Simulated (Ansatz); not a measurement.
Computed with DFT PBE, scalar-relativistic, plane waves, PAW in Ansatz 0.2.0. All cells share a 420 eV cutoff and Γ-centred k meshes spaced about 0.3 Å⁻¹ or finer (0.25 for metals, 2π included). No spin polarisation in the final relaxations.

These are static total energies at zero pressure. All come from trial cells, and lower structures may exist.

Problem. These unrelaxed guesses for Bi6Te are each relaxed within their symmetry. Order them by the energy at which they end, lowest first.
A.

Space group P6/mmm (No. 191). a = 7.470 Å, b = 7.470 Å, c = 5.247 Å, α = 90.00°, β = 90.00°, γ = 120.00°
| atom | site | symmetry | x | y | z |
| --- | --- | --- | --- | --- | --- |
| Bi | 6l | mm2 | 0.2364 | 0.7636 | 0.0000 |
| Te | 1a | 6/mmm | 0.0000 | 0.0000 | 0.0000 |

B.

Space group P-31m (No. 162). a = 6.804 Å, b = 6.804 Å, c = 6.287 Å, α = 90.00°, β = 90.00°, γ = 120.00°
```csv
atom,site,symmetry,x,y,z
Bi,6k,..m,0.3330,0.0000,0.2500
Te,1a,-3.m,0.0000,0.0000,0.0000
```

C.

Space group P-3m1 (No. 164). a = 4.450 Å, b = 4.450 Å, c = 13.550 Å, α = 90.00°, β = 90.00°, γ = 120.00°
| atom | site | symmetry | x | y | z |
| --- | --- | --- | --- | --- | --- |
| Bi | 2c | 3m. | 0.0000 | 0.0000 | 0.2950 |
| Bi | 2d | 3m. | 0.3333 | 0.6667 | 0.4170 |
| Bi | 2d | 3m. | 0.3333 | 0.6667 | 0.8710 |
| Te | 1a | -3m. | 0.0000 | 0.0000 | 0.0000 |

D.

Space group R-3m:H (No. 166). a = 4.450 Å, b = 4.450 Å, c = 40.650 Å, α = 90.00°, β = 90.00°, γ = 120.00°
```
atom  site  symmetry       x       y       z
  Bi    6c        3m  0.0000  0.0000  0.8610
  Bi    6c        3m  0.6667  0.3333  0.9016
  Bi    6c        3m  0.0000  0.0000  0.7098
  Te    3a       -3m  0.0000  0.0000  0.0000
```

Solution. D (ends in R-3m, 0 meV/atom), C (ends in P-3m1, 31 meV/atom), A (ends in P6/mmm, 51 meV/atom), B (ends in P-31m, 78 meV/atom).

Spin–orbit coupling, which can matter for Bi and Te, is left out. With atoms moved at random, R-3m (by 8 meV/atom) fell into a lower structure. Without a clear test, and held by symmetry: P-3m1, P6/mmm and P-31m. Some structure types and database cells were kept out of the candidates from the start, so a known form may be missing.
